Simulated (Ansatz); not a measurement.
¹⁷O NMR of the central transition in TiO₂

Cell: a structure deposited in the COD, its atoms then relaxed with PBE in this cell.

```cif
data_TiO2
_symmetry_space_group_name_H-M 'Pbca'
_symmetry_Int_Tables_number 61
_cell_length_a 5.1710
_cell_length_b 9.2110
_cell_length_c 5.4720
_cell_angle_alpha 90.000
_cell_angle_beta 90.000
_cell_angle_gamma 90.000
loop_
_atom_site_label
_atom_site_type_symbol
_atom_site_symmetry_multiplicity
_atom_site_Wyckoff_symbol
_atom_site_fract_x
_atom_site_fract_y
_atom_site_fract_z
Ti Ti 8 c 0.1387 0.1290 0.9059
O9 O 8 c 0.8168 0.0098 0.8511
O17 O 8 c 0.4642 0.2297 0.8920
```

One atom of each set is listed.

Method: Kohn–Sham DFT in Ansatz, PBE, plane waves and PAW (field gradients read without the response of the frozen cores, which leaves them typically 4 to 6 % off), scalar-relativistic, 420 eV cutoff, Γ-centred 5×3×5 k-points, Fermi–Dirac smearing 0.02 eV.

¹⁷O has I = 5/2 and Q = -25.58 mb (Pyykkö 2018); at 18.8 T its Larmor frequency is ν₀ = 108.6 MHz. Only the quadrupole interaction is simulated: positions count from each site's isotropic chemical shift, and J coupling is left out, as are shift anisotropy and dipolar coupling, which fast spinning averages.

Question: What does the ¹⁷O spectrum (fast magic-angle spinning) show for each site?

Answer: 

```json
{"site": "O9", "first shell": "3 Ti at 1.86–2.02 Å", "C_Q (MHz)": "-1.31", "η": "0.85", "P_Q (MHz)": "1.46", "δ_QIS (ppm)": "-1.09", "breadth (kHz)": "0.266"}
{"site": "O17", "first shell": "3 Ti at 1.92–2.08 Å", "C_Q (MHz)": "1.57", "η": "0.83", "P_Q (MHz)": "1.74", "δ_QIS (ppm)": "-1.54", "breadth (kHz)": "0.376"}
```

δ_QIS = −(ν_Q²/30ν₀²)[I(I+1) − 3/4](1 + η²/3) × 10⁶ ppm with ν_Q = 3|C_Q|/[2I(2I−1)]; it falls as 1/B₀² in ppm, and the breadth as 1/B₀ in kHz.
